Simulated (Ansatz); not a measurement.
A distorted cell of Pd (fcc, Cu type):

```yaml
crystal:
  lattice:
    - [0.00000, 3.94276, 3.94276]
    - [1.97138, 1.97138, 3.94276]
    - [1.97138, 1.97138, 0.00000]
  atoms:
    - { symbol: Pd, position: [0.95435, 0.04565, 0.95435] }
    - { symbol: Pd, position: [0.54565, 0.95435, 0.04565] }
```

The numbers are results of PBE (plane waves to 420 eV, PAW, scalar-relativistic; Ansatz, a program for electronic structure), not measurements. k mesh 20×20×20 (Γ-centred), Fermi-Dirac smearing 0.05 eV. Compression counts positive. With partly filled bands, energies and forces of such displacements shift with the k mesh and the smearing. Pd is run without spin polarisation. Pd was relaxed with its symmetry unable to fall.

Q: What forces act on the atoms (eV/Å, Cartesian)?

A: 
```tsv
atom	Fx	Fy	Fz
Pd1	0.000	1.534	0.000
Pd2	0.000	-1.534	0.000
```

Q: What is the stress tensor (GPa)?

A: 
```
    0.2      0.0      0.0
    0.0      6.1      0.0
    0.0      0.0     10.3
```
The pressure, a third of the trace, is 5.5 GPa.

(A displaced cell: forces are minus the slopes of the energy, force constants its curvatures, and phonons follow from these.)
